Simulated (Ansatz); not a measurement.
TeO2:
```
TeO2
1.0
    4.43441     0.00000     0.00000
    0.00000     4.88378     0.00000
    0.00000     0.00000     8.78168
Te O
4 8
Cartesian
  1.69142   0.15801   5.29092
  0.52579   4.72576   0.90008
  3.90862   2.28388   3.49076
  2.74299   2.59990   7.88160
  3.43191   0.69940   4.74090
  3.21970   4.18438   0.35006
  1.21471   1.74249   4.04078
  1.00250   3.14129   8.43162
  0.75692   3.67851   2.41569
  1.46029   1.20527   6.80653
  2.97412   3.64716   6.36599
  3.67749   1.23662   1.97515
```

Relaxed with r²SCAN.

Problem. Map the electron localisation function on the plane through (0.119, 0.968, 0.102) spanned by u = [1, 0, 1] and v = [1, 1, -1] in lattice vectors, from plane-wave PAW r²SCAN (Ansatz code).

Solution. x is the fraction of u, y of v (the angle between them is 122°; rows are the nearest grid lines); atoms in the plane: Te at (0.00, 0.00), O at (0.75, 0.40), O at (0.94, 0.27), O at (0.42, 0.29).
```
|. .------.   .-==--:...:==-.    ..---. .|
|.:-+#%%%+. .*%#*+=--=#%%%*:  .=+*+=-:...|
|-=*%@@@%=  =%%#*+=--#%%%#-  .+%%%%*-:::-|
|*%@@@@#-  +@@%#*+=-=###+: .+%@#*#%#=::-*|
|+*#*=:   :#@@@%*-.:--::..:+%%##@@%=. .=+|
|.::::.    -+*+:     .:::..=#%@@%*.    ..|
|=++**=.    ...     .=+=-..:=*#*=.    :-=|
|%%%@%+.         .=#%%%%+:         :*%%%%|
|%@@%=          -#@@##%%+:        -%@@%%%|
|%#-   .:.     :#@@@@@%+.        .=#%%%@%|
|+:   .::.     :#@@@@%+.   ..     :=*###+|
|    .:..:-+=:. :=**=     .    ....      |
|    ..-+##%%#=.            .+%@@@%+.    |
|   .:=**#%%@@=    :-:.   :+%@%#%@%+.    |
|::::-+**#%@@#.  :+*#=-...=%@*-+%@#:  .::|
|%%+--+#%@@%:  =%@@@@#=::=#%%#%@%=..-*%%%|
|%@+::=*#+.  -#@@*-+%+:::-=+**=:..-#%%**%|
|@#:        -#@@@%@%*.....     .:=#%#+#@@|
|#-         =%@@@@%*-.:-=-:.   .:+%@@@@@#|
|  .=+=-.   :+##*-  .%@@@@%*.   :+#%%%+. |
|%@@@@@%+.        .+%%#%@@%-    .::.   =%|
|*+=*##*-.       .=#%%%%*-          :*##*|
|:..=*+=.        :=*##*=.          .=**+:|
|. .------.   .-==--:...:==-.    ..---. .|
```
Scale: ten equal steps from 0.005 (start of ' ') to 0.877 (end of '@'), in the order ' .:-=+*#%@'; x runs from 0.000 to 1.00, y from 0.000 (bottom) to 1.00 (top).

The density is the valence pseudo-density with augmentation charge, so density and ELF within about 1 Å of a nucleus are not all-electron values.

Space group P2_12_12_1. The first step of the workflow began from a Materials Project structure, measured or hypothetical; the Crystallography Open Database files this formula in space group No. 19, but the cells were not matched. Whether it is the stable phase at ambient conditions was not checked. The r²SCAN relaxation kept the symmetry of its start; whether a distortion lowers the energy is not shown. Scalar-relativistic: spin–orbit coupling is off unless named, which matters more the heavier the elements.

Potentials: the earlier of the program's two PAW sets.
